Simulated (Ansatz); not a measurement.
TaRu:
```yaml
crystal:
  lattice:
    - [3.04606, 0.00000, 0.00000]
    - [0.00000, 3.04606, 0.00000]
    - [0.00000, 0.00000, 3.39093]
  atoms:
    - { symbol: Ta, position: [0.50000, 0.50000, 0.50000] }
    - { symbol: Ru, position: [0.00000, 0.00000, 0.00000] }
```

Relaxed with r²SCAN. Special points in fractions of this cell's reciprocal vectors: Γ (0.000, 0.000, 0.000); X (0.000, 0.500, 0.000); M (0.500, 0.500, 0.000); Z (0.000, 0.000, 0.500); R (0.000, 0.500, 0.500); A (0.500, 0.500, 0.500).

Task: List the band energies nearest the Fermi level at these points for r²SCAN (plane waves, PAW; program Ansatz).

Result: In eV from the Fermi level; about four levels below and three above (degenerate sets whole), none deeper than 8.9 eV; points with the same levels are listed once.

```
k                    below           above
-  -----------------------  --------------
Γ  -5.91 -2.52 -2.52 -1.63  0.52 1.97 4.55
X  -2.20 -2.09 -1.34 -0.72  0.58 1.84 2.57
M  -6.39 -6.18 -4.85 -4.85  0.40 1.28 1.28
Z  -2.65 -1.99 -1.99 -0.98  0.04 0.88 0.88
R  -6.03 -3.69 -3.62 -0.85  0.40 0.49 0.70
A  -3.38 -2.72 -2.72 -0.31  0.44 4.06 5.42
```

Space group P4/mmm (L1₀ or tetragonal B2). The workflow started from a Materials Project entry (that database holds measured and hypothetical structures alike); the Crystallography Open Database files this formula in space group No. 123, but the cells were not matched. Its standing as an ambient phase is unchecked. Symmetry was held in the r²SCAN relaxation; its stability against distortions is not shown here. The run is not spin-polarised. Scalar-relativistic: spin–orbit coupling is off unless named, which matters more the heavier the elements.

Potentials: the earlier of the program's two PAW sets. The files were generated under PBE; for other functionals the program regenerates the frozen cores, and for LDA and PBEsol the local potential too.
